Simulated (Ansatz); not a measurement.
Os (hcp, Mg type)

```
CELL_PARAMETERS angstrom
      5.50973     0.00000     0.00000
     -1.37743     2.38578     0.00000
      0.00000     0.00000     4.34443
ATOMIC_POSITIONS crystal
  Os 0.16667 0.66667 0.75000
  Os 0.66667 0.66667 0.75000
  Os 0.33333 0.33333 0.25000
  Os 0.83333 0.33333 0.25000
```

The atoms are displaced by Q × the pattern below (from a DFPT mode at M = (0.5, 0.0, 0.0), largest move 1; Q in Å), at fixed cell. (q is in reciprocal vectors of the primitive cell; the cell shown is doubled to hold the pattern.)

```json
[
 {"atom": "Os1", "x": "0.000", "y": "0.000", "z": "-1.000"},
 {"atom": "Os2", "x": "0.000", "y": "0.000", "z": "1.000"},
 {"atom": "Os3", "x": "0.000", "y": "0.000", "z": "-1.000"},
 {"atom": "Os4", "x": "0.000", "y": "0.000", "z": "1.000"}
]
```

The numbers are results of PBE (plane waves to 420 eV, PAW, scalar-relativistic; Ansatz, a quantum-chemistry and plane-wave program), not measurements. k mesh 19×19×11 (Γ-centred), Fermi-Dirac smearing 0.05 eV. E stands for the smeared free energy. With partly filled bands, energies and forces of such displacements shift with the k mesh and the smearing. Os is run without spin polarisation. Os was relaxed with its symmetry unable to fall. Spin-orbit coupling is left out, though Os is heavy. The PAW data are Ansatz's earlier set. The zero of ΔE is the undisplaced structure. The last digit holds for this mesh only.

```tsv
Q (Å)	ΔE (meV/cell)
-0.2800	2765.5
-0.2333	1907.2
-0.1867	1203.6
-0.1400	661.8
-0.0933	withheld
-0.0467	70.0
0.0000	0.0
0.0467	70.0
0.0933	withheld
0.1400	661.8
0.1867	1203.6
0.2333	1907.2
0.2800	2765.5
```

Fit an even polynomial form (powers 2, 4, 6) to the given rows and predict ΔE at Q = -0.0933.

Least squares on the 11 given rows: ΔE = (32610)·Q² + (69800)·Q⁴ + (-457400)·Q⁶, in meV/cell with Q in Å; root-mean-square residual 1.00 meV/cell. At -0.0933 the fit gives 288.9 meV/cell; the calculation gives 285.7 meV/cell, so the interpolation is off by 3.2 (+1.1 %). The quadratic term alone would give 283.9 meV/cell.

(A displaced cell: forces are minus the slopes of the energy, force constants its curvatures, and phonons follow from these.)
